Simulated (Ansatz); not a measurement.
**Is this Zr2Si4GePd structure a true minimum?**

The cell was found from a proposed guess, not taken from experiment.

The calculation used DFT PBE, scalar-relativistic, plane waves, PAW (Ansatz 0.2.0). Cutoff 420 eV; k points 8×8×2 on the computed 16-atom cell (Γ-centred); Gaussian smearing, width 0.10 eV; no spin polarisation.

The cell below (16 atoms, space group Pmmn (No. 59)) is relaxed within its symmetry.

```xyz
16
Lattice="3.6535 0.0000 0.0000 0.0000 3.8751 0.0000 0.0000 0.0000 19.5467" Properties=species:S:1:pos:R:3 pbc="T T T"
Zr    1.8268    0.0000    3.1082
Zr    0.0000    1.9376   16.4385
Zr    0.0000    0.0000   13.4295
Zr    1.8268    1.9376    6.1171
Si    0.0000    0.0000    0.0757
Si    1.8268    1.9376   19.4709
Si    0.0000    1.9376    3.9315
Si    1.8268    0.0000   15.6151
Si    1.8268    0.0000   10.1856
Si    0.0000    1.9376    9.3610
Si    0.0000    0.0000    5.2392
Si    1.8268    1.9376   14.3075
Ge    0.0000    0.0000    7.6810
Ge    1.8268    1.9376   11.8657
Pd    1.8268    0.0000   17.9920
Pd    0.0000    1.9376    1.5547
```

For the test it was strained at random (σ = 1.5 % a component), the atoms were moved at random (σ = 0.15 Å), and all was relaxed again on a coarse 6×6×1 mesh (in the run’s order of axes) with 0.20 eV smearing, with no symmetry imposed.

Q: Does it come back?

A: It doesn't return. The energy falls by 42 meV/atom on that mesh, the volume changes by 5.6 %, and the end has space group P2_1/m (No. 11) at a loose tolerance. Relaxed again on an 8×8×2 mesh with 0.10 eV smearing, the new structure lies 50 meV/atom below the first (mesh in the axes of the run's cell; the cell below is made exact in the group named). Space group P2_1/m (No. 11), monoclinic, a = 3.865 Å, b = 3.703 Å, c = 20.419 Å, β = 91.4°. Zr on its first site is surrounded by 6 Si at 2.79–2.91 Å and 4 Pd at 3.09 Å; around Si on its first site lie 4 Pd at 2.44–2.45 Å and 4 Si at 2.67–2.68 Å; Ge has 2 Si at 2.38–2.44 Å, 2 Zr at 2.88 Å and 1 Si at 2.92 Å; around Pd lie 5 Si at 2.38–2.45 Å and 4 Zr at 3.09 Å; 4 more sites not described.

```cif
data_structure
_symmetry_space_group_name_H-M 'P2_1/m'
_symmetry_Int_Tables_number 11
_cell_length_a 3.8650
_cell_length_b 3.7033
_cell_length_c 20.4186
_cell_angle_alpha 90.000
_cell_angle_beta 91.449
_cell_angle_gamma 90.000
_cell_volume 292.16
loop_
_atom_site_label
_atom_site_type_symbol
_atom_site_symmetry_multiplicity
_atom_site_Wyckoff_symbol
_atom_site_fract_x
_atom_site_fract_y
_atom_site_fract_z
_atom_site_occupancy
Zr1 Zr 2 e 0.27106 0.75000 0.65134 1
Zr2 Zr 2 e 0.23761 0.25000 0.20454 1
Si1 Si 2 e 0.25127 0.25000 0.50265 1
Si2 Si 2 e 0.77225 0.25000 0.69215 1
Si3 Si 2 e 0.49544 0.75000 0.03507 1
Si4 Si 2 e 0.27145 0.25000 0.76154 1
Ge1 Ge 2 e 0.00424 0.25000 0.89414 1
Pd1 Pd 2 e 0.23888 0.75000 0.42427 1
```
